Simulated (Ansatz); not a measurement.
Here is the system:

Y2InNi2:
```xyz
5
Lattice="1.9357 -7.1145 0.0000 1.9357 7.1145 0.0000 0.0000 0.0000 3.6919" Properties=species:S:1:pos:R:3 pbc="T T T"
Y      1.9357     1.9566     1.8459
Y      1.9357    -1.9566     1.8459
In     0.0000     0.0000     0.0000
Ni     1.9357    -4.2631     0.0000
Ni     1.9357     4.2631     0.0000
```

This is the r²SCAN-relaxed structure.

Task: All from the program Ansatz at the r²SCAN level (PAW), unless another level is named. Estimate the density of states at the Fermi level.

Result: 0.53 states/eV per atom (mean over ±0.08 eV).

Task: What about the formation energy from the elements (no fitted shifts)?

Result: -0.55 eV/atom.

Space group Cmmm. The workflow started from a Materials Project entry (that database holds measured and hypothetical structures alike); the Crystallography Open Database copy checked does not list it. Whether it is the stable phase at ambient conditions was not checked. The r²SCAN relaxation kept the symmetry of its start; whether a distortion lowers the energy is not shown. No spin polarisation was allowed. The references are the lowest solids computed at this level, not always the standard phases. Spin–orbit coupling is left out wherever it is not named.

Potentials: the later of the program's two PAW sets.
